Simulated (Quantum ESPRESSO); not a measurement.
Parts of the isotropic shielding in TeSe$_{2}$, by GIPAW with PBE in a modified build of Quantum ESPRESSO, on JTH PAW datasets, 20 Ha, k-mesh 9×9×7 shifted:

```yaml
crystal:
  lattice:
    - [4.04396, -2.18566, 0.00000]
    - [4.04396, 2.18566, 0.00000]
    - [-0.14647, 0.00000, 5.28377]
  atoms:
    - { symbol: Te, position: [0.75378, 0.24622, 0.50000] }
    - { symbol: Se, position: [0.01408, 0.76786, 0.84024] }
    - { symbol: Se, position: [0.23214, 0.98592, 0.15976] }
```
The cell comes from the Materials Project (a computed structure). It is TeSe2 in C2; whether this form has been observed was not checked. Stability against distortions was not tested. Forces on the atoms reach 0.37 eV/Å at this level.

The core term is that of the free atom's frozen core; the paramagnetic column sums the reconstruction terms. Shieldings are absolute and leave out the bulk-susceptibility term; a larger σ means a smaller chemical shift. In our sweeps, cutoffs and meshes of this size left a few ppm, and up to some 20 ppm on atoms from Zn on. Spin–orbit coupling is left out; its weight grows with the heaviest atom, Te here. No d partial waves on Te, Se: the paramagnetic term there is incompletely reconstructed. The band gap at this level is small, which makes the paramagnetic part of σ large and sensitive to the functional.

| site | core | bare (smooth current) | diamagnetic correction | paramagnetic corrections | σ_iso (ppm) |
|---|---|---|---|---|---|
| Te (atom 1) | 5554.2 | 3.6 | -4.8 | ___ | ___ |
| Se (atoms 2, 3) | 2991.5 | 2.3 | -7.3 | ___ | ___ |

Some entries are withheld; supply them.


- Te (atom 1), paramagnetic corrections: -4489.8
- Te (atom 1), σ_iso (ppm): 1063.2
- Se (atoms 2, 3), paramagnetic corrections: -2199.0
- Se (atoms 2, 3), σ_iso (ppm): 787.5
